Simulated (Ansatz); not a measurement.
**What DFT gives for SrZn$_{2}$**

```
Sr Zn
1.0
    -2.41787    3.94377    3.95642
     2.41787   -3.94377    3.95642
     2.41787    3.94377   -3.95642
Sr Zn
2 4
Cartesian
  0.0000 1.9719 0.4115
  2.4179 1.9719 3.5449
  2.4179 3.4626 -1.3056
  0.0000 4.4249 2.6508
  0.0000 0.4811 5.2620
  2.4179 -0.4811 1.3056
```

Level: LDA, no spin polarisation; 420 eV; 8×8×8 Γ-centred mesh; fermi-dirac occupations (width 0.0362 eV); Ansatz 0.2.0, fixed geometry.

**Forces.** The largest is on Sr1 (and as large on other atoms): 0.27 eV/Å, components (0.00, 0.00, -0.27). It makes 59° with the line to a nearest neighbour, Zn4 at 3.32 Å.
**Stress.** The pressure is -5.5 GPa (compression positive), so with the atoms held at these fractions the cell would first shrink.
**Electronic structure.** It is a metal, with about 4.1 states/eV a cell as the mean within 0.25 eV of the Fermi level.
**Contacts.** Zn–Zn at 2.77 Å: least valence density 0.21 e/Å³ and ELF 0.38 there. Sr–Zn at 3.32 Å: least valence density 0.09 e/Å³ and ELF 0.09 there. These are pseudo-fields; inside the PAW spheres they differ from the all-electron ones.

Origin: a database entry at a rescaled volume.
